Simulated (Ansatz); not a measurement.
Sr (fcc, Cu type)

```xyz
2
Lattice="0.0000 6.0289 6.0289 3.0145 0.0000 3.0145 3.0145 3.0145 0.0000" Properties=species:S:1:pos:R:3 pbc="T T T"
Sr     0.0000     0.0000     0.0000
Sr     3.0145     3.0145     6.0289
```

A phonon eigenvector at L = (0.5, 0.0, 0.0) is frozen into this cell: atom i moves by Q times the vector below, so Q is the largest atomic displacement, in Å. The cell is held. It is one choice among 2 degenerate patterns. (q is in reciprocal vectors of the primitive cell; the cell shown is doubled to hold the pattern.)

```
atom       x       y       z
----  ------  ------  ------
Sr1    0.285  -0.520   0.805
Sr2   -0.285   0.520  -0.805
```

These are PBE (plane waves to 420 eV, PAW, scalar-relativistic; Ansatz, a first-principles code) values and carry that method's errors. k mesh 13×13×13 (Γ-centred), Fermi-Dirac smearing 0.05 eV. With partly filled bands, energies and forces of such displacements shift with the k mesh and the smearing. Sr was relaxed with its symmetry unable to fall. The PAW data are Ansatz's earlier set.

At one point of the scan the forces (eV/Å) are:

| atom | Fx | Fy | Fz |
|---|---|---|---|
| Sr1 | 0.010 | -0.018 | 0.028 |
| Sr2 | -0.010 | 0.018 | -0.028 |

Which point is it?
A) Q = -0.047 Å
B) Q = -0.140 Å
C) Q = -0.280 Å

A, Q = -0.047 Å

(For displaced atoms, the force is minus the slope of the energy, and its curvature is a force constant, which sets phonon frequencies.)
